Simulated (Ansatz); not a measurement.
Values for one crystal, relaxed and computed with r²SCAN in the plane-wave PAW code Ansatz; other levels are named.

| Quantity | Value |
|---|---|
| Volume per atom | 11.97 Å³ |
| Band gap | 6.59 eV (indirect) |
| Valence-band maximum | at Γ |
| Hole effective mass with spin–orbit coupling | 1.9 along x (mₑ) |
| Bulk modulus (Birch–Murnaghan fit) | 142 GPa |
| Formation energy from the elements (no fitted shifts) | -3.28 eV/atom |
| HSE06 gap on the r²SCAN cell | 7.83 eV |

### Question
Which of these materials gives this?
A) MgO, rock salt
B) YPO4, I4_1/amd (Y on 4a, P on 4b, O on 16h)
C) Y2CN2O2, P-3m1 (Y on 2d, C on 1a, N on 2c, O on 2d)
D) YN, rock salt

### Answer
B, YPO4, I4_1/amd (Y on 4a, P on 4b, O on 16h)

The first step of the workflow began from a Materials Project structure, measured or hypothetical; the Crystallography Open Database files this formula in space group No. 141, but the cells were not matched. Whether it is the stable phase at ambient conditions was not checked. The r²SCAN relaxation kept the symmetry of its start; whether a distortion lowers the energy is not shown. No spin polarisation was allowed. The references are the lowest solids computed at this level, not always the standard phases (solids in place of the gases). Scalar-relativistic: spin–orbit coupling is off unless named, which matters more the heavier the elements.

Potentials: the later of the program's two PAW sets.
